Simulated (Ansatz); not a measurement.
AlN in space group Pm-3n (No. 223; Al on 6d, N on 6c), PBE in the plane-wave PAW code Ansatz, all energies at zero smearing, with the estimated change up to a 700 eV cutoff added, with one set of potentials and settings (totals compare only within such a set). Cell of 12 atoms (6 Al, 6 N): -5544.223 eV.

```json
[
 {"element": "Al", "reference phase": "Fm-3m, 1 atoms in the cell", "E (eV/atom)": "-537.5055"},
 {"element": "N", "reference phase": "Pa-3, 8 atoms in the cell", "E (eV/atom)": "-384.0342"}
]
```

Formation energy per atom, worked out: (-5544.223 − 6×(-537.5055) − 6×(-384.0342))/12 = -1.249 eV/atom (-120 kJ per mol of atoms), at 0 K, without zero-point energy or fitted corrections.

The start of the workflow was typed in or built on a structure type; neither database checked (COD, Materials Project) lists it. It is not the phase usual at ambient conditions (space group No. 186, 216). The cell was relaxed with PBE under the symmetry of its start; whether a distortion lowers the energy is not shown. The references are the lowest solids computed at this level, not always the standard phases (solids in place of the gases).

Potentials: the earlier of the program's two PAW sets.
